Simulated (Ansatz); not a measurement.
Input and command of a calculation in Ansatz (plane waves; scalar-relativistic PAW potentials unless the input names others):

```yaml
crystal:
  lattice:
    - [-1.9291600169, 1.9291600169, 2.4854953361]
    - [1.9291600169, -1.9291600169, 2.4854953361]
    - [1.9291600169, 1.9291600169, -2.4854953361]
  atoms:
    - { symbol: B, position: [0.25, 0.25, 0.0], spin: 0.2 }
    - { symbol: B, position: [0.75, 0.75, 0.0], spin: 0.2 }
    - { symbol: C, position: [0.6331610057, 0.1331610057, 0.7663220115], spin: 0.2 }
    - { symbol: C, position: [0.1331610057, 0.3668389943, 0.5], spin: 0.2 }
    - { symbol: C, position: [0.3668389943, 0.8668389943, 0.2336779885], spin: 0.2 }
    - { symbol: C, position: [0.8668389943, 0.6331610057, 0.5], spin: 0.2 }
basis:
  ecutwfc: 420
kpoints:
  mp_grid: { grid: [14, 14, 14] }
hamiltonian:
  xc: pbe
scf:
  occupations: { method: gaussian, width: 0.1 }
  algorithm: density_mixing
  lower_state_search: standard
output:
  forces: true
  eigenvalues: true
  stress: true
magnetization:
  spin_polarized: true
```

```bash
ansatz run input.yaml --threads 1 --pin off --max-ram 2560MiB --backend cpu --events-out ev --progress --plain --runs-dir out
```

Abridged log:
```
Basis set: ecut = 420 eV, 693 PW (Γ), exchange–correlation on 50×50×50 points (8 copies of the dense FFT grid, shifted against one another)
Bands: 18, of which v1, the nominal top of the filled ones, is band 11 counted from 1 (10 counted from 0)
Symmetry: 16 space group operations
k-points: 244 of 2744
SCF iter   1: F=—  HF=-1301.721789 eV  |F-HF|=—  |Δ(HF+E_count)|=         —  Δρ=4.39e-2 (↑3.80e-2 ↓4.39e-2) dr2=1.59e0  dr2_m=6.25e-2  M=0.280 μB ∫|m|=0.280 μB  β_m=0.30  ethr=3.10e-3  ⟨swp⟩=5.3  Hψ=43057  notcnv=0  defer=55
spin=Collinear: Kerker preconditioning applied to the charge; magnetization (m = ρ↑ − ρ↓) channel mixes plain (no charge-response kernel on spin).
SCF iter   2: F=—  HF=-1301.562622 eV  |F-HF|=—  |Δ(HF+E_count)|=   1.59e-1  Δρ=3.15e-2 (↑2.71e-2 ↓3.15e-2) dr2=7.28e-1  dr2_m=3.67e-2  M=0.218 μB ∫|m|=0.218 μB  β_m=0.30  ethr=3.10e-3  ⟨swp⟩=1.2  Hψ=12789  notcnv=0  defer=128
SCF iter   3: F=—  HF=-1301.424096 eV  |F-HF|=—  |Δ(HF+E_count)|=   1.39e-1  Δρ=1.07e-2 (↑1.02e-2 ↓1.07e-2) dr2=3.69e-2  dr2_m=2.20e-2  M=0.163 μB ∫|m|=0.163 μB  β_m=0.30  ethr=3.10e-3  ⟨swp⟩=2.0  Hψ=14689  notcnv=0  defer=128
SCF iter   4: F=—  HF=-1301.429816 eV  |F-HF|=—  |Δ(HF+E_count)|=   5.72e-3  Δρ=6.63e-3 (↑6.21e-3 ↓6.63e-3) dr2=3.50e-3  dr2_m=1.28e-2  M=0.130 μB ∫|m|=0.130 μB  β_m=0.30  ethr=1.68e-4  ⟨swp⟩=1.3  Hψ=12840  notcnv=0  defer=948
SCF iter   5: F=—  HF=-1301.436606 eV  |F-HF|=—  |Δ(HF+E_count)|=   6.79e-3  Δρ=4.91e-3 (↑4.70e-3 ↓4.91e-3) dr2=6.93e-4  dr2_m=7.60e-3  M=0.103 μB ∫|m|=0.103 μB  β_m=0.30  ethr=1.59e-5  ⟨swp⟩=2.1  Hψ=13169  notcnv=0  defer=948
SCF iter   6: F=—  HF=-1301.440318 eV  |F-HF|=—  |Δ(HF+E_count)|=   3.71e-3  Δρ=3.70e-3 (↑3.64e-3 ↓3.70e-3) dr2=1.47e-5  dr2_m=4.56e-3  M=0.082 μB ∫|m|=0.082 μB  β_m=0.30  ethr=3.15e-6  ⟨swp⟩=2.2  Hψ=12885  notcnv=0  defer=948
SCF iter   7: F=—  HF=-1301.442515 eV  |F-HF|=—  |Δ(HF+E_count)|=   2.20e-3  Δρ=2.86e-3 (↑2.85e-3 ↓2.86e-3) dr2=5.25e-6  dr2_m=2.76e-3  M=0.065 μB ∫|m|=0.065 μB  β_m=0.30  ethr=6.68e-8  ⟨swp⟩=2.2  Hψ=13330  notcnv=0  defer=948
Mixer restart at iter 7: flushing history
spin-set hold released at iteration 7 (site moments contracting): the magnetisation degrees of freedom join the quasi-Newton model from the next iteration; the mixer history was flushed
SCF iter   8: F=—  HF=-1301.443826 eV  |F-HF|=—  |Δ(HF+E_count)|=   1.31e-3  Δρ=2.24e-3 (↑2.23e-3 ↓2.24e-3) dr2=3.08e-6  dr2_m=1.69e-3  M=0.052 μB ∫|m|=0.052 μB  β_m=0.61  ethr=2.39e-8  ⟨swp⟩=2.0  Hψ=13205  notcnv=0  defer=948
SCF iter   9: F=—  HF=-1301.445847 eV  |F-HF|=—  |Δ(HF+E_count)|=   2.02e-3  Δρ=2.91e-4 (↑2.89e-4 ↓2.91e-4) dr2=3.38e-8  dr2_m=2.85e-5  M=0.007 μB ∫|m|=0.008 μB  β_m=0.82  ethr=1.40e-8  ⟨swp⟩=3.4  Hψ=17233  notcnv=0  defer=948
SCF iter  10: F=—  HF=-1301.445887 eV  |F-HF|=—  |Δ(HF+E_count)|=   3.98e-5  Δρ=8.21e-5 (↑8.21e-5 ↓7.87e-5) dr2=1.02e-8  dr2_m=2.19e-6  M=0.001 μB ∫|m|=0.003 μB  β_m=0.91  ethr=1.54e-10  ⟨swp⟩=3.7  Hψ=19468  notcnv=0  defer=948
SCF iter  11: F=—  HF=-1301.445891 eV  |F-HF|=—  |Δ(HF+E_count)|=   3.94e-6  Δρ=9.63e-6 (↑7.49e-6 ↓9.63e-6) dr2=2.96e-9  dr2_m=2.46e-8  M=0.000 μB ∫|m|=0.000 μB  β_m=0.96  ethr=4.62e-11  ⟨swp⟩=9.7  Hψ=44293  notcnv=0
SCF iter  12: F=—  HF=-1301.445891 eV  |F-HF|=—  |Δ(HF+E_count)|=   4.75e-8  Δρ=2.23e-6 (↑2.23e-6 ↓1.07e-6) dr2=1.08e-9  dr2_m=8.08e-10  M= 0.000 μB ∫|m|=0.000 μB  β_m=0.96  ethr=1.34e-11  ⟨swp⟩=3.8  Hψ=22527  notcnv=0
SCF iter  13: F=—  HF=-1301.445891 eV  |F-HF|=—  |Δ(HF+E_count)|=   1.28e-9  Δρ=3.97e-7 (↑3.24e-7 ↓3.97e-7) dr2=6.17e-12  dr2_m=4.32e-11  M= 0.000 μB ∫|m|=0.000 μB  β_m=0.98  ethr=4.93e-12  ⟨swp⟩=2.9  Hψ=18458  notcnv=0
SCF iter  14: F=-1301.445891 eV  HF=-1301.445891 eV  |F-HF|=6.82e-13  |Δ(HF+E_count)|=  7.87e-11  Δρ=4.13e-8 (↑4.13e-8 ↓3.91e-8) dr2=2.58e-14  dr2_m=5.42e-13  M= 0.000 μB ∫|m|=0.000 μB  ethr=1.00e-12  ⟨swp⟩=2.0  Hψ=16104  notcnv=0
SCF 1 converged in 14 iterations: F = -1301.445891 eV  dr2 = 2.58e-14
WARN: the starting moments were not kept: the SCF closed with an absolute magnetisation of 8.9e-7 μB, where they sum to 1.2 μB in size (6 sites). That is at most 0.1 of that sum. Measured as dr2_m measures the in/out step, that magnetisation stands 9.4e-14 eV from none, at or under the dr2_threshold of 1.0e-7 eV: it is no larger than a step whose dr2_m would equal this threshold. The system may hold no moment; this SCF shows only that its start led to no more than that. To try another start: raise the starting moments (crystal.atoms[].spin, magnetization.per_species, magnetization.initial_magn ...
SCF converged after 14 iterations
Magnetization:  0.0000 μB (11.0000 up, 11.0000 down)
Absolute magnetization: 0.0000 μB (∫|ρ↑−ρ↓|, with the PAW one-centre terms)
Spin contamination: 0.0000 ħ² per cell (⟨S²⟩ above its minimum at these occupations)
Per-site moments (μB) at R_I (Å): [(-8.08134439e-8, 0.80534709), (-8.08134440e-8, 0.80534709), (3.12557937e-8, 0.59943798), (3.12557937e-8, 0.59943798), (3.12557936e-8, 0.59943798), (3.12557937e-8, 0.59943798)]
Free energy (F): -1301.445891 eV
Harris-Foulkes:  -1301.445891 eV  (|F-HF|=6.82e-13)
Internal energy: -1301.437713 eV  (E = F + TS)
E sigma→0 (E₀):  -1301.441802 eV
Entropy (-TS):   -0.008178 eV (-1.363 meV/atom)
Fermi energy:    12.264353 eV
--- Forces (eV/Å), atoms counted from 1 ---
  atom   1  B      0.00000000     0.00000000     0.00000000
  atom   2  B      0.00000000     0.00000000     0.00000000
  atom   3  C      0.00001701     0.00001701     0.00000000
  atom   4  C     -0.00001701     0.00001701     0.00000000
  atom   5  C     -0.00001701    -0.00001701     0.00000000
  atom   6  C      0.00001701    -0.00001701     0.00000000
--- Stress (GPa, compression-positive) ---
       -0.021244       0.000000       0.000000
        0.000000      -0.021244       0.000000
        0.000000       0.000000       0.046765
  P = ⅓ Tr σ = 0.0014 GPa (0.014 kbar)
```

Apart from outputs, empty bands and the relaxation, which only the reference makes, the input differs from a reference run on usual settings in scf.algorithm: not typed → "density_mixing"; magnetization: not typed → {"spin_polarized": true} (small starting moments); scf.lower_state_search: not typed → "standard". The reference, at the same geometry, ended its own course with pressure 0.00 GPa, largest force 0.000 eV/Å, no gap on the mesh. This run converged in 14 SCF iterations with an energy at zero smearing within 0.01 meV/atom of the reference's, pressure 0.00 GPa, largest force 0.000 eV/Å, no gap on the mesh.